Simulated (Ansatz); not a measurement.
TiAl3:
```cif
data_Al6Ti2
_chemical_formula_sum 'Ti2 Al6'
_space_group_name_H-M_alt 'I4/mmm'
_space_group_IT_number 139
_space_group_name_Hall '-I 4 2'
_cell_length_a 3.84524
_cell_length_b 3.84524
_cell_length_c 8.62214
_cell_angle_alpha 90.000
_cell_angle_beta 90.000
_cell_angle_gamma 90.000
loop_
_atom_site_label
_atom_site_type_symbol
_atom_site_symmetry_multiplicity
_atom_site_Wyckoff_symbol
_atom_site_fract_x
_atom_site_fract_y
_atom_site_fract_z
_atom_site_occupancy
Ti1 Ti 2 a 0.00000 0.00000 0.00000 1
Al1 Al 2 b 0.00000 0.00000 0.50000 1
Al2 Al 4 d 0.00000 0.50000 0.25000 1
```
(The calculation used a cell of 4 atoms; values per cell refer to that cell.)

Relaxed at zero pressure with plane-wave PAW PBE (Ansatz code).

The volume is lowered by 9 % and shape and atoms relax at that volume. What pressure results, and how do the axes share the change?

12.1 GPa; a -3.0 %, b -3.0 %, c -3.2 %; the energy rises by 50 meV/atom.

Give the new structure.


Space group I4/mmm (No. 139); a = b = 3.7291 Å, c = 8.3424 Å, α = β = γ = 90.00°

| atom | site | symmetry | x | y | z |
|---|---|---|---|---|---|
| Ti | 2a | 4/mmm | 0.0000 | 0.0000 | 0.0000 |
| Al | 2b | 4/mmm | 0.0000 | 0.0000 | 0.5000 |
| Al | 4d | -4m2 | 0.0000 | 0.5000 | 0.2500 |

The phase is kept; no other phase was compared at this pressure.

The PBE relaxation kept the symmetry of its start; of distortions, only those at the zone centre were tested. No spin polarisation was allowed. Axis ratios of metals converge slowly with the k-mesh, so a and c are less sure than the volume.

Potentials: the later of the program's two PAW sets.
